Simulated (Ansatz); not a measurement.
ZrB2 in space group P6/mmm (No. 191; Zr on 1a, B on 2d) at seven volumes, PBEsol (plane waves, PAW; program Ansatz), shape and atoms relaxed at each. One row is withheld.

| V (Å³/atom) | P (GPa) |
|---|---|
| 9.169 | 28.32 |
| 9.471 | 17.44 |
| 9.773 | ? |
| 10.076 | -0.01 |
| 10.378 | -6.97 |
| 10.680 | -12.98 |
| 10.982 | -18.16 |

**Question.** Fit the shown pressures and predict the withheld one.

**Answer.** P = (3/2)B₀(x^(7/2) − x^(5/2))[1 + (3/4)(B′ − 4)(x − 1)] with x = (V₀/V)^(2/3). Least squares on the six rows gives V₀ = 10.075 Å³/atom, B₀ = 250 GPa, B′ = 3.92. At V = 9.773, x = 1.0205 and P = 8.08 GPa. The run itself gave 8.07 GPa.

Symmetry was held in the PBEsol relaxation; of distortions, only those at the zone centre were tested. No spin polarisation was allowed.

Potentials: the later of the program's two PAW sets.
